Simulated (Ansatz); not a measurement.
InMo3C:
```xyz
5
Lattice="4.2142 0.0000 0.0000 0.0000 4.2142 0.0000 0.0000 0.0000 4.2142" Properties=species:S:1:pos:R:3 pbc="T T T"
In     0.0000     0.0000     0.0000
Mo     0.0000     2.1071     2.1071
Mo     2.1071     0.0000     2.1071
Mo     2.1071     2.1071     0.0000
C      2.1071     2.1071     2.1071
```

Relaxed with PBE. Special points in fractions of this cell's reciprocal vectors: Γ (0.000, 0.000, 0.000); X (0.000, 0.500, 0.000); M (0.500, 0.500, 0.000); R (0.500, 0.500, 0.500).

Question: List the band energies nearest the Fermi level at these points for PBE in the plane-wave PAW code Ansatz.

Answer: In eV from the Fermi level; about four levels below and three above (degenerate sets whole), none deeper than 8.9 eV; points with the same levels are listed once.

| k | below | above |
|---|---|---|
| Γ | -2.97 -2.97 -2.04 -2.04 -2.04 | 0.38 0.38 0.38 |
| X | -2.90 -2.90 -1.50 -0.73 -0.29 | 0.25 0.25 0.59 |
| M | -1.17 -1.17 -1.15 -1.15 | 0.05 0.44 0.88 |
| R | -1.22 -1.22 -1.22 -1.04 -1.04 -1.04 | 1.01 1.01 2.75 2.75 2.75 |

Space group Pm-3m (anti-perovskite). The start of the workflow was typed in or built on a structure type; neither database checked (COD, Materials Project) lists it. Its standing as an ambient phase is unchecked. The PBE relaxation kept the symmetry of its start; its stability against distortions is not shown here. No spin polarisation was allowed. Its formation energy is positive at this level, so the cell may be metastable or incomplete. Scalar-relativistic: spin–orbit coupling is off unless named, which matters more the heavier the elements.

Potentials: the earlier of the program's two PAW sets.
